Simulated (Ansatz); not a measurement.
**What DFT gives for Yb₂Ni₃B₆**

```yaml
crystal:
  lattice:
    - [3.83176, 4.32260, 0.00000]
    - [3.83176, -4.32260, 0.00000]
    - [0.00000, 0.00000, -3.45948]
  atoms:
    - { symbol: Ni, position: [0.23600, 0.23600, 0.00000] }
    - { symbol: Ni, position: [0.76400, 0.76400, 0.00000] }
    - { symbol: B, position: [0.39100, 0.07700, 0.50000] }
    - { symbol: B, position: [0.60900, 0.92300, 0.50000] }
    - { symbol: B, position: [0.07700, 0.39100, 0.50000] }
    - { symbol: B, position: [0.92300, 0.60900, 0.50000] }
    - { symbol: B, position: [0.37600, 0.37600, 0.50000] }
    - { symbol: B, position: [0.62400, 0.62400, 0.50000] }
    - { symbol: Yb, position: [0.27400, 0.72600, 0.00000] }
    - { symbol: Yb, position: [0.72600, 0.27400, 0.00000] }
    - { symbol: Ni, position: [0.00000, 0.00000, 0.50000] }
```

Level: LDA, collinear spin; 420 eV; 3×3×5 Γ-centred mesh; gaussian occupations (width 0.0528 eV); Ansatz 0.2.0, fixed geometry.

The state carries no moments; the state need not be the lowest.

Problem. Give the Bader charges.

Solution. Bader charges in e: Yb +1.43, Ni -0.17, B -0.39. In the mean Yb gives up most and B takes most.

Problem. Is there a gap?

Solution. It is a metal, with about 16 states/eV a cell as the mean within 0.25 eV of the Fermi level, mostly Yb f (69 %) and Ni d (13 %).

Problem. Is the cell too large or too small?

Solution. The pressure is -9.8 GPa (compression positive), so with the atoms held at these fractions the cell would first shrink; the forces are large, so a full relaxation may end otherwise. The principal stresses -13.1, -11.4, -4.8 GPa differ, so its shape would change too.

Problem. Which atom feels the largest force, and which way?

Solution. The largest is on B3 (and as large on other atoms): 1.56 eV/Å, components (0.19, -1.55, 0.00). It makes 164° with the line to a nearest neighbour, B4 at 1.63 Å, pointing away from it.

Origin: a database entry at a rescaled volume. Caveats: the k mesh is coarse if the cell is a metal; atoms or cell far from equilibrium; f levels without a U or exact exchange are poorly placed.
